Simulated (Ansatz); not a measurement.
TeO$_{2}$:
```xyz
12
Lattice="4.4344 0.0000 0.0000 0.0000 4.8838 0.0000 0.0000 0.0000 8.7817" Properties=species:S:1:pos:R:3 pbc="T T T"
Te     1.6914     0.1580     5.2909
Te     0.5258     4.7258     0.9001
Te     3.9086     2.2839     3.4908
Te     2.7430     2.5999     7.8816
O      3.4319     0.6994     4.7409
O      3.2197     4.1844     0.3501
O      1.2147     1.7425     4.0408
O      1.0025     3.1413     8.4316
O      0.7569     3.6785     2.4157
O      1.4603     1.2053     6.8065
O      2.9741     3.6472     6.3660
O      3.6775     1.2366     1.9752
```

r²SCAN (plane waves, PAW; program Ansatz) gives a gap of 3.50 eV without spin–orbit coupling, maximum on the Γ–X line, 23 % of the way from Γ, minimum off the standard path, at k = (0.365, 0.312, 0.000) in fractions of the reciprocal vectors.

Task: What happens when spin–orbit coupling is switched on?

Result: The gap falls by 0.13 eV, to 3.37 eV; maximum on the Γ–X line, 23 % of the way from Γ, minimum off the standard path, at k = (0.359, 0.318, 0.000) in fractions of the reciprocal vectors.

Space group P2_12_12_1. The first step of the workflow began from a Materials Project structure, measured or hypothetical; the Crystallography Open Database files this formula in space group No. 19, but the cells were not matched. Whether it is the stable phase at ambient conditions was not checked. The r²SCAN relaxation kept the symmetry of its start; whether a distortion lowers the energy is not shown.

Potentials: the earlier of the program's two PAW sets.
